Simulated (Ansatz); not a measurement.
Data:

LiH:
```cif
data_HLi
_chemical_formula_sum 'Li1 H1'
_space_group_name_H-M_alt 'P 1'
_space_group_IT_number 1
_cell_length_a 2.81485
_cell_length_b 2.81485
_cell_length_c 2.81485
_cell_angle_alpha 60.000
_cell_angle_beta 60.000
_cell_angle_gamma 60.000
loop_
_space_group_symop_operation_xyz
  'x, y, z'
loop_
_atom_site_label
_atom_site_type_symbol
_atom_site_fract_x
_atom_site_fract_y
_atom_site_fract_z
_atom_site_occupancy
Li1 Li 0.00000 0.00000 0.00000 1
H1 H 0.50000 0.50000 0.50000 1
```

This is the PBEsol-relaxed structure.

Q: All from plane-wave PAW PBEsol (Ansatz code), unless another level is named. Estimate the Born charges (a third of the trace).

A: Li +1.02, H -1.02 e.

Q: And the electronic dielectric constant ε∞ (DFPT)?

A: 4.69.

Space group Fm-3m (rock salt). The cell was relaxed with PBEsol under the symmetry of its start.

Potentials: the later of the program's two PAW sets.
